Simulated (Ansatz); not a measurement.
Data:

CaScHO$_{2}$:
```cif
data_HCaO2Sc
_chemical_formula_sum 'Ca1 Sc1 O2 H1'
_space_group_name_H-M_alt 'P 1'
_space_group_IT_number 1
_cell_length_a 4.06925
_cell_length_b 4.06925
_cell_length_c 3.70917
_cell_angle_alpha 90.000
_cell_angle_beta 90.000
_cell_angle_gamma 90.000
loop_
_space_group_symop_operation_xyz
  'x, y, z'
loop_
_atom_site_label
_atom_site_type_symbol
_atom_site_fract_x
_atom_site_fract_y
_atom_site_fract_z
_atom_site_occupancy
Ca1 Ca 0.50000 0.50000 0.50000 1
Sc1 Sc 0.00000 0.00000 0.00000 1
O1 O 0.50000 0.00000 0.00000 1
O2 O 0.00000 0.50000 0.00000 1
H1 H 0.00000 0.00000 0.50000 1
```

This is the r²SCAN-relaxed structure.

Problem. All from the program Ansatz at the r²SCAN level (PAW), unless another level is named. Estimate the smallest direct gap on the standard path.

Solution. 3.15 eV.

Problem. Give the formation energy from the elements (no fitted shifts).

Solution. -2.57 eV/atom.

Problem. Next, the hole effective mass?

Solution. 0.27, 0.96, 0.96 mₑ (principal values).

Problem. And the HSE06 gap on the r²SCAN cell?

Solution. 3.57 eV.

Problem. Predict the band gap.

Solution. 2.70 eV (indirect).

Space group P4/mmm. The start of the workflow was typed in or built on a structure type; neither database checked (COD, Materials Project) lists it. Its standing as an ambient phase is unchecked. The r²SCAN relaxation kept the symmetry of its start; its stability against distortions is not shown here. The run is not spin-polarised. The references are the lowest solids computed at this level, not always the standard phases (solids in place of the gases).

Potentials: the earlier of the program's two PAW sets. The files were generated under PBE; for other functionals the program regenerates the frozen cores, and for LDA and PBEsol the local potential too.
